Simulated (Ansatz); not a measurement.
**Co (omega (AlB2-type)): energy against volume**

The calculation used DFT, r2SCAN, plane waves (500 eV) with PAW, scalar-relativistic in Ansatz 0.2.0. (PAW data from PBE, frozen cores regenerated.)

The cell is scaled uniformly from the relaxed one, with fractional coordinates and shape fixed. Energies are extrapolated to zero smearing, pressures are those at the given smearing. Magnetic state: ferromagnetic.

A Birch-Murnaghan fit gives V₀ = 10.78 Å³/atom, B₀ = 219 GPa, B₀′ = 5.2.

(1) What are the energy above the minimum and the pressure at 10.362 Å³/atom?

(2) What are the energy above the minimum and the pressure at 11.657 Å³/atom?

(3) What are the energy above the minimum and the pressure at 12.089 Å³/atom?

Results:

(1) 12.2 meV/atom and 9.80 GPa as computed.

(2) 41.0 meV/atom and -13.75 GPa as computed.

(3) 85.2 meV/atom and -18.68 GPa as computed.
